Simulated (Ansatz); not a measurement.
YNi$_{2}$P$_{2}$ in space group I4/mmm (No. 139; P on 4e, Ni on 4d, Y on 2a), PBEsol in the plane-wave PAW code Ansatz, all energies at zero smearing, with the estimated change up to a 700 eV cutoff added, with one set of potentials and settings (totals compare only within such a set). Cell of 5 atoms (2 P, 2 Ni, 1 Y): -16890.741 eV.

```json
[
 {"element": "P", "reference phase": "Cmce, 4 atoms in the cell", "E (eV/atom)": "-740.0371"},
 {"element": "Ni", "reference phase": "Fm-3m, 1 atoms in the cell, spin-polarised", "E (eV/atom)": "-5804.9762"},
 {"element": "Y", "reference phase": "P6_3/mmc, 2 atoms in the cell", "E (eV/atom)": "-3795.0735"}
]
```

Formation energy per atom, worked out: (-16890.741 − 2×(-740.0371) − 2×(-5804.9762) − 1×(-3795.0735))/5 = -1.128 eV/atom (-109 kJ per mol of atoms), at 0 K, without zero-point energy or fitted corrections.

The workflow started from an entry of the Crystallography Open Database (COD). Whether it is the stable phase at ambient conditions was not checked. Symmetry was held in the PBEsol relaxation; its stability against distortions is not shown here. The workflow began spin-polarised and lost its moments. The references are the lowest solids computed at this level, not always the standard phases.

Potentials: the later of the program's two PAW sets.
